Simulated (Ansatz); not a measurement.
**Structure optimisation: barium, simple cubic**

Level of theory: DFT, r2SCAN, plane waves (500 eV) with PAW, scalar-relativistic in Ansatz. The PAW files were generated under PBE, with cores re-solved for the functional.

k-point mesh 8×8×8, Fermi-Dirac smearing 0.1 eV, no spin polarisation. Cell and atoms relax.

Starting structure:

```yaml
crystal:
  lattice:
    - [4.0716264249, 0.0, 0.0]
    - [0.0, 4.0716264249, 0.0]
    - [0.0, 0.0, 4.0716264249]
  atoms:
    - { symbol: Ba, position: [0.0, 0.0, 0.0] }
hamiltonian:
  xc: r2scan
  pseudopotentials:
    kind: paw
    azcp:
      Ba: "pseudopotentials/Ba.paw.azcp"
basis:
  ecutwfc: 500
  fft_grid_basis: typed
kpoints:
  mp_grid: { grid: [8, 8, 8], shift: [0, 0, 0] }
magnetization:
  spin_polarized: false
scf:
  occupations: { method: fermi_dirac, width: 0.1 }
relax:
  max_steps: 60
  f_tol: 0.01
  cell: {}
```

Problem. The pressure at the start is -0.7 GPa. By how much does the volume change?

Solution. From 67.50 to 59.72 Å³ per atom, -11.5 %. The final cell has a = 3.909 Å.

Problem. How much energy does the relaxation gain?

Solution. 19.8 meV per atom.

Path of the relaxation (the plane waves are chosen anew near the end, which can shift the energy a little):

| step | E − E(final) (meV/atom) | V (Å³/atom) | P (GPa) | max force (eV/Å) |
| --- | --- | --- | --- | --- |
| 0 | 19.83 | 67.500 | -0.74 | 0.000 |
| 1 | 12.67 | 65.809 | -0.61 | 0.000 |
| 2 | 0.24 | 58.698 | 0.11 | 0.000 |
| 3 | -0.07 | 59.715 | -0.01 | 0.000 |
| 4 | 0.00 | 59.715 | -0.01 | 0.000 |
